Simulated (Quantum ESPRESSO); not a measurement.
pw.x input (Quantum ESPRESSO 7.5; PBEsol, PseudoDojo standard norm-conserving files, scalar-relativistic):

```
&CONTROL
  calculation = 'scf'
  pseudo_dir = './pseudo'
  outdir = './out'
  tprnfor = .true.
  tstress = .true.
/
&SYSTEM
  ibrav = 0
  nat = 9
  ntyp = 3
  ecutwfc = 84.0
  ecutrho = 336.0
  occupations = 'smearing'
  smearing = 'fd'
  degauss = 0.002
  nbnd = 25
/
&ELECTRONS
  conv_thr = 9e-10
/
ATOMIC_SPECIES
H 1.0080 H.upf
Sr 87.6200 Sr.upf
Ru 101.0700 Ru.upf
CELL_PARAMETERS angstrom
  0.000000000000   3.799870000000   3.799870000000
  3.799870000000   0.000000000000   3.799870000000
  3.799870000000   3.799870000000   0.000000000000
ATOMIC_POSITIONS crystal
H   0.774080000000   0.774080000000   0.225920000000
H   0.225920000000   0.225920000000   0.774080000000
H   0.225920000000   0.774080000000   0.774080000000
H   0.774080000000   0.225920000000   0.225920000000
H   0.774080000000   0.225920000000   0.774080000000
H   0.225920000000   0.774080000000   0.225920000000
Sr   0.750000000000   0.750000000000   0.750000000000
Sr   0.250000000000   0.250000000000   0.250000000000
Ru   0.000000000000   0.000000000000   0.000000000000
K_POINTS automatic
6 6 6 0 0 0
```

End of the output:

```
     total energy              =    -346.15905370 Ry
     estimated scf accuracy    <       0.00000174 Ry
     total energy              =    -346.15905407 Ry
     estimated scf accuracy    <       0.00000009 Ry
     total energy              =    -346.15905409 Ry
     estimated scf accuracy    <          3.6E-09 Ry
[...]
     the Fermi energy is     7.5787 ev
!    total energy              =    -346.15905409 Ry
     estimated scf accuracy    <          3.3E-10 Ry
     smearing contrib. (-TS)   =      -0.00000000 Ry
     internal energy E=F+TS    =    -346.15905409 Ry
     The total energy is F=E-TS. E is the sum of the following terms:
     one-electron contribution =    -160.69351414 Ry
     hartree contribution      =      92.26649880 Ry
     xc contribution           =     -71.47001294 Ry
     ewald contribution        =    -206.26202581 Ry
     convergence has been achieved in  10 iterations
     Forces acting on atoms (cartesian axes, Ry/au):
     atom    1 type  1   force =     0.00000000   -0.00000000    0.00034032
     atom    2 type  1   force =     0.00000000    0.00000000   -0.00034032
     atom    3 type  1   force =     0.00034032    0.00000000    0.00000000
     atom    4 type  1   force =    -0.00034032    0.00000000    0.00000000
     atom    5 type  1   force =     0.00000000    0.00034032    0.00000000
     atom    6 type  1   force =     0.00000000   -0.00034032    0.00000000
     atom    7 type  2   force =    -0.00000000   -0.00000000    0.00000000
     atom    8 type  2   force =     0.00000000    0.00000000    0.00000000
     atom    9 type  3   force =     0.00000000    0.00000000    0.00000000
     Total force =     0.000834     Total SCF correction =     0.000008
     Computing stress (Cartesian axis) and pressure
          total   stress  (Ry/bohr**3)                   (kbar)     P=      -16.12
  -0.00010958  -0.00000000  -0.00000000          -16.12       -0.00       -0.00
  -0.00000000  -0.00010958  -0.00000000           -0.00      -16.12       -0.00
  -0.00000000  -0.00000000  -0.00010958           -0.00       -0.00      -16.12
```
In a gapped system the printed Fermi energy is only some level inside the gap.

Spin-orbit coupling is not included.

Geometry of the Materials Project entry, not relaxed at this level.
